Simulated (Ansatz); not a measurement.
PdRhN$_{2}$ in space group R-3m (No. 166; Rh on 3b, Pd on 3a, N on 6c) at seven volumes, DFT-r²SCAN in the program Ansatz with PAW potentials, shape and atoms relaxed at each. One row is withheld.

```csv
V (Å³/atom),P (GPa)
10.554,22.83
10.902,14.04
11.249,?
11.597,0.00
11.945,-5.59
12.293,-10.41
12.641,-14.51
```

Q: Fit the shown pressures and predict the withheld one.

A: Third-order Birch–Murnaghan: P = (3/2)B₀(x^(7/2) − x^(5/2))[1 + (3/4)(B′ − 4)(x − 1)] with x = (V₀/V)^(2/3). Least squares on the six rows gives V₀ = 11.597 Å³/atom, B₀ = 200.4 GPa, B′ = 4.03. At V = 11.249, x = 1.0205 and P = 6.49 GPa. The run itself gave 6.52 GPa.

The start of the workflow was typed in or built on a structure type; neither database checked (COD, Materials Project) lists it. Its standing as an ambient phase is unchecked. The cell was relaxed with r²SCAN under the symmetry of its start; its stability against distortions is not shown here. The workflow began spin-polarised and lost its moments. Its formation energy is positive at this level, so the cell may be metastable or incomplete.

Potentials: the later of the program's two PAW sets.
